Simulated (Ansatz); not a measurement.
Pt (P6_3/mmc), clamped-ion strain scan

Level of theory: DFT r2SCAN, scalar-relativistic, plane waves, PAW in Ansatz 0.2.0. Cutoff 500 eV, Γ-centred 18×18×10 k-points, Gaussian smearing of 0.15 eV. Spin–orbit coupling is left out, which can shift energies with elements as heavy as these. No spin polarisation. Energies are free energies at this smearing, counted from the undisturbed cell; pressure is positive in compression.

The starting cell (as given, not relaxed at this level; it stands at -6.4 GPa; this form isn't the usual structure):

```yaml
crystal:
  lattice:
    - [2.76067, 0.00000, 0.00000]
    - [-1.38033, 2.39081, 0.00000]
    - [0.00000, 0.00000, 4.79213]
  atoms:
    - { symbol: Pt, position: [0.66667, 0.33333, 0.75000] }
    - { symbol: Pt, position: [0.33333, 0.66667, 0.25000] }
```

The cell is strained by ε times the Voigt pattern (0, 0, 0, 0, 1, 0) (xx, yy, zz, yz, xz, xy; engineering shear) with fractional coordinates fixed. The cell is metallic on the mesh throughout.

**Question.** Over the sampled range (-0.1500 to 0.1312), is the undisturbed cell the lowest point?

**Answer.** Yes, every other sampled point lies higher (or within rounding).

The scan:

```csv
ε,ΔE (meV/atom)
-0.1500,9.9
-0.0750,1.5
0.0000,0.0
0.0375,0.2
0.0937,2.7
0.1125,4.4
0.1312,6.8
```